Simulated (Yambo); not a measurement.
```xyz
4
Lattice="3.8612 0.0000 0.0000 -1.9306 3.3439 0.0000 0.0000 0.0000 6.3351" Properties=species:S:1:pos:R:3 pbc="T T T"
Al     0.0000     2.2293     0.0003
Al     1.9306     1.1146     3.1678
P      0.0000     2.2293     2.3754
P      1.9306     1.1146     5.5429
```

AlP (wurtzite, space group P6_3mc, No. 186): G0W0@PBEsol in Yambo (6×6×2 Γ-centred k mesh, 179 bands and a 10 Ry block in the screening, 179 bands in G with the Bruneval-Gonze terminator, plasmon pole fitted at 27.2 eV) on wavefunctions from Quantum ESPRESSO. With the symmetry operations that carry no fractional translation, the mesh has 14 irreducible k points, and the gap Γ → M is 2.811 eV.

Q: What changes when point-group symmetry is switched off and time reversal alone is kept?

A: The mesh then has 40 irreducible points. The exact result doesn't change; the run gives 2.799 eV, and the difference is numerical residue, whose source wasn't traced. Rough time against the symmetric run: about 3× for the empty bands, about 3× for Yambo (3 states against 4).

Geometry relaxed with PBEsol.

This is not the ordinary phase of the substance; no match was found in the copy of COD used, and its stability was not checked.
